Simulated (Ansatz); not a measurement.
## Frozen-phonon scan for ZnS (zinc blende)

ZnS (zinc blende)

```yaml
crystal:
  lattice:
    - [0.00000, 5.44344, 5.44344]
    - [2.72172, 0.00000, 2.72172]
    - [2.72172, 2.72172, 0.00000]
  atoms:
    - { symbol: S, position: [0.37500, 0.75000, 0.75000] }
    - { symbol: S, position: [0.87500, 0.75000, 0.75000] }
    - { symbol: Zn, position: [0.00000, 0.00000, 0.00000] }
    - { symbol: Zn, position: [0.50000, 0.00000, 0.00000] }
```

The atoms are displaced by Q × the pattern below (from a DFPT mode at L = (0.5, 0.0, 0.0), largest move 1; Q in Å), at fixed cell. (q is in reciprocal vectors of the primitive cell; the cell shown is doubled to hold the pattern.)

```csv
atom,x,y,z
S1,-0.138,0.138,0.138
S2,0.138,-0.138,-0.138
Zn3,-0.577,0.577,0.577
Zn4,0.577,-0.577,-0.577
```

Computed with PBE (plane waves to 420 eV, PAW, scalar-relativistic; Ansatz, an electronic-structure program). k mesh 5×10×10 (Γ-centred), Fermi-Dirac smearing 0.05 eV. E stands for the smeared free energy. Stress and pressure are positive under compression. ZnS was relaxed with its symmetry unable to fall. ΔE is measured from the undisplaced structure.

```csv
Q (Å),ΔE (meV/cell),−dE/dQ from forces (eV/Å),P (GPa)
-0.180,286.0,3.173,0.63
-0.150,198.7,2.646,0.44
-0.120,127.2,2.119,0.28
-0.090,71.6,1.590,0.16
-0.060,31.8,1.061,0.07
-0.030,8.0,0.530,0.02
0.000,0.0,0.000,0.01
0.030,8.0,-0.530,0.02
0.060,31.8,-1.061,0.07
0.090,71.6,-1.590,0.16
0.120,127.2,-2.119,0.28
0.150,198.7,-2.646,0.44
0.180,286.0,-3.173,0.63
```

What the scan shows:

```
Item                                                                                                                 Result
-----------------------------------------------------------  --------------------------------------------------------------
Energy at Q = 0.180 Å                                                                                        286.0 meV/cell
Space group of the distorted cell                                                         R3m (No. 160), lowered from F-43m
Symmetry of the curve                                                                         even: the same for both signs
Shape of the curve                                           a single well with its minimum at or next to zero displacement
Harmonic wavenumber from the curvature (finite differences)                                                        189 cm⁻¹
Wavenumber by perturbation theory (DFPT, on another k mesh)                                                        189 cm⁻¹
```

The 13 points together took about 2.4 core-minutes (a rough figure).

(A displaced cell: forces are minus the slopes of the energy, force constants its curvatures, and phonons follow from these.)
